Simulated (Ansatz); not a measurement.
ZnCl2:
```
CELL_PARAMETERS angstrom
      3.59147     0.00000     0.00000
      0.00000     3.59147     0.00000
      0.00000     0.00000    10.27886
ATOMIC_POSITIONS crystal
  Zn 0.00000 0.00000 0.00000
  Zn 0.50000 0.50000 0.50000
  Cl 0.50000 0.00000 0.13061
  Cl 0.50000 0.00000 0.63061
  Cl 0.00000 0.50000 0.36939
  Cl 0.00000 0.50000 0.86939
```

Tensor components refer to the Cartesian frame of this cell.

Task: Give the high-frequency dielectric tensor and the Born effective charge tensors of the independent atoms from DFPT, LDA in the plane-wave PAW code Ansatz.

Result: 
ε∞:
```
3.51  0.00  0.00
0.00  3.51  0.00
0.00  0.00  3.27
```
Z* of atom 1 (Zn), rows: field, columns: displacement, in e:
```
2.11  0.00  0.00
0.00  2.11  0.00
0.00  0.00  1.55
```
Z* of atom 3 (Cl), rows: field, columns: displacement, in e:
```
-1.58   0.00   0.00
 0.00  -0.53   0.00
 0.00   0.00  -0.78
```

Static charges for comparison (Bader): Zn1 +1.04, Cl3 -0.52 e. Born charges measure polarisation by displacement and can exceed these by far.

Space group P4_2/nmc. The workflow started from a Materials Project entry (that database holds measured and hypothetical structures alike); the Crystallography Open Database files this formula in space group No. 137, but the cells were not matched. Whether it is the stable phase at ambient conditions was not checked. The cell was relaxed with LDA under the symmetry of its start; whether a distortion lowers the energy is not shown. A crystal of weakly bound layers computed without a dispersion correction: the cell and the soft elastic constants depend strongly on that.

Potentials: the later of the program's two PAW sets.
